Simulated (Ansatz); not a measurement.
Property card for SrZrO3

SrZrO3:
```yaml
crystal:
  lattice:
    - [2.90285, 1.67596, 4.70832]
    - [-2.90285, 1.67596, 4.70832]
    - [0.00000, -3.35192, 4.70832]
  atoms:
    - { symbol: Sr, position: [0.26686, 0.26686, 0.26686] }
    - { symbol: Sr, position: [0.76686, 0.76686, 0.76686] }
    - { symbol: Zr, position: [0.01158, 0.01158, 0.01158] }
    - { symbol: Zr, position: [0.51158, 0.51158, 0.51158] }
    - { symbol: O, position: [0.75313, 0.18926, 0.32946] }
    - { symbol: O, position: [0.32946, 0.75313, 0.18926] }
    - { symbol: O, position: [0.18926, 0.32946, 0.75313] }
    - { symbol: O, position: [0.82946, 0.68926, 0.25313] }
    - { symbol: O, position: [0.25313, 0.82946, 0.68926] }
    - { symbol: O, position: [0.68926, 0.25313, 0.82946] }
```

Space group R3c (No. 161); conventional cell a = b = 5.806 Å, c = 14.125 Å, α = β = 90.00°, γ = 120.00°.

Method: DFT-PBEsol in the program Ansatz with PAW potentials. Structure relaxed to zero pressure with the same functional. Other levels are named where they apply.

Cell and energy:

- Volume per atom: 13.74 Å³
- Density: 5.48 g/cm³
- Formation energy from the elements (no fitted shifts): -3.33 eV/atom

Electronic structure:

Band gap: 3.75 eV (indirect)
Valence-band maximum: off the standard path, at k = (-0.062, 0.438, 0.438) in fractions of the reciprocal vectors
Conduction-band minimum: at Γ
Smallest direct gap on the standard path: 3.82 eV
Electron effective mass: 0.71, 0.84, 0.84 mₑ (principal values)
Hole effective mass: 2.4, 3.4, 9.0 mₑ (principal values)
HSE06 gap on the PBEsol cell: 5.36 eV
Gap with spin–orbit coupling: 3.74 eV

Dielectric response:

- Electronic dielectric constant ε∞ (DFPT): 4.70 (xx = yy), 4.55 (zz)
- Static dielectric constant ε0 (ions relaxed, cell fixed): 43.7 (xx = yy), 152 (zz)
- Born charges (a third of the trace): Sr +2.50, Zr +5.91, O -2.80 e

Phonons:

Highest zone-centre frequency (without LO–TO term): 789 cm⁻¹
Zone-centre stability: no imaginary mode at Γ

The start of the workflow was typed in or built on a structure type; neither database checked (COD, Materials Project) lists it. COD files the formula under space group No. 62, 63, 221. Its standing as an ambient phase is unchecked. Symmetry was held in the PBEsol relaxation. The run is not spin-polarised. The references are the lowest solids computed at this level, not always the standard phases (solids in place of the gases). Spin–orbit coupling is left out wherever it is not named.

Potentials: the later of the program's two PAW sets.
